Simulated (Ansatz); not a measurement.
Au2S:
```
CELL_PARAMETERS angstrom
      5.27829     0.00000     0.00000
      0.00000     5.27829     0.00000
      0.00000     0.00000     5.27829
ATOMIC_POSITIONS crystal
  S  0.00000 0.00000 0.00000
  S  0.50000 0.50000 0.50000
  Au 0.25000 0.25000 0.75000
  Au 0.25000 0.75000 0.25000
  Au 0.75000 0.75000 0.75000
  Au 0.75000 0.25000 0.25000
```

r²SCAN in the plane-wave PAW code Ansatz gives a gap of 2.43 eV without spin–orbit coupling, maximum at Γ, minimum at Γ.

Problem. What happens when spin–orbit coupling is switched on?

Solution. The gap decreases by 0.44 eV, to 1.99 eV; maximum at Γ, minimum at Γ.

Problem. Give the electron effective mass with spin–orbit coupling, band 1 of 2 at the edge.

Solution. 0.52 along [100], 0.31 along [110], 0.23 along [111] (mₑ).

Problem. Give the electron effective mass with spin–orbit coupling, band 2 of 2 at the edge.

Solution. 0.13 along [100], 0.16 along [110], 0.20 along [111] (mₑ).

Problem. Give the hole effective mass with spin–orbit coupling.

Solution. 0.44 mₑ (isotropic).

Space group Pn-3m. The workflow started from a Materials Project entry (that database holds measured and hypothetical structures alike); the Crystallography Open Database files this formula in space group No. 224, but the cells were not matched. Its standing as an ambient phase is unchecked. The r²SCAN relaxation kept the symmetry of its start; whether a distortion lowers the energy is not shown.

Potentials: the later of the program's two PAW sets.
